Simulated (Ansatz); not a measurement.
BaCuSF:
```
BaCuSF
1.0
    4.03497     0.00000     0.00000
    0.00000     4.03497     0.00000
    0.00000     0.00000     8.96159
Ba Cu S F
2 2 2 2
Direct
  0.00000   0.50000   0.81973
  0.50000   0.00000   0.18027
  0.50000   0.50000   0.50000
  0.00000   0.00000   0.50000
  0.00000   0.50000   0.35613
  0.50000   0.00000   0.64387
  0.50000   0.50000   0.00000
  0.00000   0.00000   0.00000
```

Relaxed with PBEsol. Special points in fractions of this cell's reciprocal vectors: Γ (0.000, 0.000, 0.000); X (0.000, 0.500, 0.000); M (0.500, 0.500, 0.000); Z (0.000, 0.000, 0.500); R (0.000, 0.500, 0.500); A (0.500, 0.500, 0.500).

**Question.** List the band energies nearest the valence-band maximum at these points for PBEsol with spin–orbit coupling (plane waves, PAW; program Ansatz).

**Answer.** In eV from the valence-band maximum; about four levels below and three above (degenerate sets whole), none deeper than 8.9 eV; points with the same levels are listed once.

| k | below | above |
|---|---|---|
| Γ | -0.02 -0.02 0.00 0.00 | 1.47 1.47 1.92 1.92 |
| X | -0.62 -0.62 -0.62 -0.62 | 2.29 2.29 2.29 2.29 |
| M | -1.19 -1.19 -1.19 -1.19 | 3.14 3.14 3.14 3.14 |
| Z | -0.02 -0.02 -0.01 -0.01 | 1.66 1.66 1.82 1.82 |
| R | -0.61 -0.61 -0.61 -0.61 | 2.47 2.47 2.47 2.47 |
| A | -1.19 -1.19 -1.19 -1.19 | 3.26 3.26 3.26 3.26 |

Space group P4/nmm. The workflow started from a Materials Project entry (that database holds measured and hypothetical structures alike); the Crystallography Open Database copy checked does not list it. Its standing as an ambient phase is unchecked. The PBEsol relaxation kept the symmetry of its start; its stability against distortions is not shown here. The run is not spin-polarised. No Hubbard U is applied.

Potentials: the earlier of the program's two PAW sets. The files were generated under PBE; for other functionals the program regenerates the frozen cores, and for LDA and PBEsol the local potential too.
